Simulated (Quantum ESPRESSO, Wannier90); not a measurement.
Wannier functions of MgO (rock salt)

Cell from Materials Project (mp-1265), symmetrised, no further relaxation. COD (Crystallography Open Database) has an entry of this formula and space group (matched by these alone). Method: LDA plane waves in Quantum ESPRESSO 7.5 (PseudoDojo norm-conserving files, 68 Ry, no spin polarisation, no spin-orbit coupling), Bloch states on a 12×12×12 mesh through Γ, Wannier90 4.0.1. Density: 12×12×12 mesh, cold smearing 0.01 Ry.

Input w.win:

```
num_bands = 15
num_wann = 8
exclude_bands = 1-4
num_iter = 0
conv_tol = 1.0e-6
conv_window = 4
dis_num_iter = 1000
dis_conv_tol = 1.0e-6
dis_froz_max = 14.16
write_hr = true
write_u_matrices = true
begin projections
Mg: s;p
O: s;p
end projections
begin unit_cell_cart
ang
    0.0000000000    2.0970000000    2.0970000000
    2.0970000000    0.0000000000    2.0970000000
    2.0970000000    2.0970000000    0.0000000000
end unit_cell_cart
begin atoms_frac
Mg   0.0000000000  0.0000000000  0.0000000000
O    0.5000000000  0.5000000000  0.5000000000
end atoms_frac
mp_grid = 12 12 12
begin kpoints
0.0000000000 0.0000000000 0.0000000000
0.0000000000 0.0000000000 0.0833333333
0.0000000000 0.0000000000 0.1666666667
... (1725 more lines: the 12x12x12 mesh through Gamma)
end kpoints
```

On the energy scale of pw.x, whose zero is arbitrary, the valence-band maximum lies at 7.85 eV. Lines of w_hr.dat (R1 R2 R3 m n Re Im, eV) for R = 0 and one of the shortest lattice vectors, rounded to 0.01 eV, lines under 0.02 eV left out; orbitals in order: Mg1 s, Mg1 pz, Mg1 px, Mg1 py, O2 s, O2 pz, O2 px, O2 py.

```
    0    0    0    1    1    18.54     0.00
    0    0    0    5    1     0.04     0.00
    0    0    0    6    1    -0.02     0.00
    0    0    0    7    1    -0.02     0.00
    0    0    0    8    1    -0.02     0.00
    0    0    0    2    2    23.10     0.00
    0    0    0    5    2     0.05     0.00
    0    0    0    6    2    -0.02     0.00
    0    0    0    3    3    23.10     0.00
    0    0    0    5    3     0.05     0.00
    0    0    0    7    3    -0.02     0.00
    0    0    0    4    4    23.10     0.00
    0    0    0    5    4     0.05     0.00
    0    0    0    8    4    -0.02     0.00
    0    0    0    1    5     0.04     0.00
    0    0    0    2    5     0.05     0.00
    0    0    0    3    5     0.05     0.00
    0    0    0    4    5     0.05     0.00
    0    0    0    5    5    -6.81     0.00
    0    0    0    1    6    -0.02     0.00
    0    0    0    2    6    -0.02     0.00
    0    0    0    6    6     7.00     0.00
    0    0    0    1    7    -0.02     0.00
    0    0    0    3    7    -0.02     0.00
    0    0    0    7    7     7.00     0.00
    0    0    0    1    8    -0.02     0.00
    0    0    0    4    8    -0.02     0.00
    0    0    0    8    8     7.00     0.00
   -1    0    0    1    1    -0.30     0.00
   -1    0    0    2    1     0.53     0.00
   -1    0    0    4    1     0.53     0.00
   -1    0    0    1    2    -0.53     0.00
   -1    0    0    2    2     0.76     0.00
   -1    0    0    4    2     0.89     0.00
   -1    0    0    3    3    -0.17     0.00
   -1    0    0    1    4    -0.53     0.00
   -1    0    0    2    4     0.89     0.00
   -1    0    0    4    4     0.76     0.00
   -1    0    0    1    5    -0.73     0.00
   -1    0    0    3    5    -1.85     0.00
   -1    0    0    5    5    -0.05     0.00
   -1    0    0    6    5     0.09     0.00
   -1    0    0    8    5     0.09     0.00
   -1    0    0    2    6    -0.59     0.00
   -1    0    0    5    6    -0.09     0.00
   -1    0    0    6    6     0.10     0.00
   -1    0    0    8    6     0.18     0.00
   -1    0    0    1    7     1.60     0.00
   -1    0    0    3    7     2.48     0.00
   -1    0    0    7    7    -0.05     0.00
   -1    0    0    4    8    -0.59     0.00
   -1    0    0    5    8    -0.09     0.00
   -1    0    0    6    8     0.18     0.00
   -1    0    0    8    8     0.10     0.00
```
